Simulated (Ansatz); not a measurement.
An elastic tensor (GPa, Voigt order, standard axes) from PBEsol (plane waves, PAW; program Ansatz):

```
 195   173   173   0.0   0.0   0.0
 173   195   173   0.0   0.0   0.0
 173   173   195   0.0   0.0   0.0
 0.0   0.0   0.0  45.7   0.0   0.0
 0.0   0.0   0.0   0.0  45.7   0.0
 0.0   0.0   0.0   0.0   0.0  45.7
```

Which compound is it?
A) ZrN, rock salt
B) HfN, CsCl type
C) Zr3Ag, Cu3Au type
D) ZrRh, CsCl type

D, ZrRh, CsCl type

Space group Pm-3m (CsCl type). The workflow started from an entry of the Crystallography Open Database (COD), which files this formula under 2 space groups. Its standing as an ambient phase is unchecked. The PBEsol relaxation kept the symmetry of its start; whether a distortion lowers the energy is not shown. No spin polarisation was allowed. As this level gives no gap, shear constants depend on the k-mesh and smearing (Fermi–Dirac, 0.1 eV here).

Potentials: the later of the program's two PAW sets.
